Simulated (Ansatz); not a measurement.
SrAlO₂F in space group P4/mmm (No. 123; Sr on 1d, Al on 1a, O on 2f, F on 1b), DFT-PBEsol in the program Ansatz with PAW potentials. The conduction-band minimum lies at Γ, with 1 equivalent valley. Second derivatives d²E/dk² of the lowest band at one valley (eV·Å²), along Cartesian directions:

```csv
direction,d²E/dk²
[100],16.43
[010],16.43
[001],17.97
[110],16.43
[101],17.20
[011],17.20
```

Question: Find the principal effective masses, the density-of-states mass and the conductivity mass.

Answer: Off-diagonal terms follow from H_xy = H[110] − (H_xx + H_yy)/2, and m*/mₑ = 7.620 eV·Å² over each eigenvalue: 0.42, 0.46, 0.46. One valley's DOS mass (m₁m₂m₃)^(1/3) = 0.45, conductivity mass 3/(Σ 1/mᵢ) = 0.45 mₑ.

Question: What effective density of states Nc follows at 300 K for parabolic valleys?

Answer: Nc = 2.509e19 × 1 × (0.45)^(3/2) ≈ 7.6e18 cm⁻³.

Question: With the computed static dielectric constant 17.2 (mean of the diagonal), estimate a hydrogenic donor's binding energy and radius.

Answer: E = 13.606 eV × 0.45/17.2² ≈ 21 meV; a = 0.529 Å × ε/m* ≈ 20 Å. Semilocal masses tend to be too small when the gap is underestimated.

The start of the workflow was typed in or built on a structure type; neither database checked (COD, Materials Project) lists it. Whether it is the stable phase at ambient conditions was not checked. Symmetry was held in the PBEsol relaxation; its stability against distortions is not shown here. Scalar-relativistic: spin–orbit coupling is off unless named, which matters more the heavier the elements.

Potentials: the earlier of the program's two PAW sets. The files were generated under PBE; for other functionals the program regenerates the frozen cores, and for LDA and PBEsol the local potential too.
